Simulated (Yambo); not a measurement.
BSE-type run in Yambo on CuI (wurtzite, space group P6_3mc, No. 186), at zero momentum.

Quantum ESPRESSO step (PBEsol, PseudoDojo standard norm-conserving files, fully relativistic):
```
&CONTROL
  calculation = 'nscf'
  pseudo_dir = './pseudo'
  outdir = './out'
/
&SYSTEM
  ibrav = 0
  nat = 4
  ntyp = 2
  ecutwfc = 92.0
  ecutrho = 368.0
  occupations = 'fixed'
  force_symmorphic = .true.
  nbnd = 137
  noncolin = .true.
  lspinorb = .true.
/
&ELECTRONS
  conv_thr = 4e-09
  diago_full_acc = .true.
  diago_thr_init = 1e-08
/
ATOMIC_SPECIES
Cu 63.5460 Cu.upf
I 126.9045 I.upf
CELL_PARAMETERS angstrom
  4.181883331924   0.000000000000   0.000000000000
 -2.090941665962   3.621617201109   0.000000000000
  0.000000000000   0.000000000000   6.897567975000
ATOMIC_POSITIONS crystal
Cu   0.666666667000   0.333333333000   0.873394191600
Cu   0.333333333667   0.666666666333   0.373394191600
I   0.666666667000   0.333333333000   0.501605808400
I   0.333333333667   0.666666666333   0.001605808400
K_POINTS automatic
6 6 2 0 0 0
```

Yambo input:
```
rim_cut
optics
bse
bss
dipoles
em1s
RandQpts= 1000000
RandGvec= 1 Ry
FFTGvecs= 40 Ry
Chimod= "HARTREE"
BSKmod= "SEX"
BSEmod= "resonant"
BSSmod= "hs"
BSENGexx= 15 Ry
BSENGBlk= 4 Ry
% KfnQP_E
 1.025 | 1.0 | 1.0 |
%
% BSEQptR
 1 | 1 |
%
% BSEBands
 33 | 58 |
%
% BEnRange
 0.0 | 7.1 | eV
%
% BDmRange
 0.15 | 0.15 | eV
%
BEnSteps= 142
% BLongDir
 0.0 | 0.0 | 1.0 |
%
BSHayTrs= -0.02
BSSNEig= 48
WRbsWF
% BndsRnXs
 17 | 132 |
%
NGsBlkXs= 4 Ry
% LongDrXs
 1.0 | 1.0 | 1.0 |
%
```

From the report:

The dimension is k points × valence × conduction bands = 72 × 20 × 6 = 8640.
```
  [SLEPC] Approach                          : Krylov-Schur
  [SLEPC] Number of requested eigenvalues   :   48
  [SLEPC] Number of eigenvalues        [NEV]:   48
   [K] Dimension                                    :   8640
   [K] Bands                                        :   33   58
   [K] Exchange res                                 : yes
   [K] Correlation res                              : yes
   [K] W interaction is bare                        : no
   [K] RL vectors exchange                          :   713
   [K] RL vectors correlation                       :  111
   [W] Matrix size                                  :  111
   [W] Bands                                        :   17  132
   [W] Coulomb Cutoff                               : none
   [W] Hxc Kernel                                   : HARTREE
```

Geometry relaxed with PBEsol.

This is not the ordinary phase of the substance.
